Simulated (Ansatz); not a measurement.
Consider the following.

CsSnI₃:
```
CsSnI3
1.0
    8.77774     0.00000     0.00000
    0.00000    12.23789     0.00000
    0.00000     0.00000     8.38017
Cs Sn I
4 4 12
Direct
  0.43208   0.25000   0.97623
  0.93208   0.25000   0.52377
  0.56792   0.75000   0.02377
  0.06792   0.75000   0.47623
  0.00000   0.00000   0.00000
  0.50000   0.50000   0.50000
  0.00000   0.50000   0.00000
  0.50000   0.00000   0.50000
  0.00213   0.25000   0.06309
  0.50213   0.25000   0.43691
  0.99787   0.75000   0.93691
  0.49787   0.75000   0.56309
  0.29699   0.53192   0.19916
  0.79699   0.96808   0.30084
  0.70301   0.03192   0.80084
  0.20301   0.46808   0.69916
  0.70301   0.46808   0.80084
  0.20301   0.03192   0.69916
  0.29699   0.96808   0.19916
  0.79699   0.53192   0.30084
```

This is the PBEsol-relaxed structure. Tensor components refer to the Cartesian frame of this cell.

All from plane-wave PAW PBEsol (Ansatz code), unless another level is named. Give the Debye temperature from the elastic constants.

112 K.

Predict the elastic constants (relaxed ions, GPa).

C11 = 26.0, C22 = 35.1, C33 = 17.8, C12 = 9.0, C13 = 15.6, C23 = 10.7, C44 = 5.3, C55 = 12.9, C66 = 6.0.

Space group Pnma. The cell was relaxed with PBEsol under the symmetry of its start. Scalar-relativistic: spin–orbit coupling is off unless named, which matters more the heavier the elements.

Potentials: the later of the program's two PAW sets.
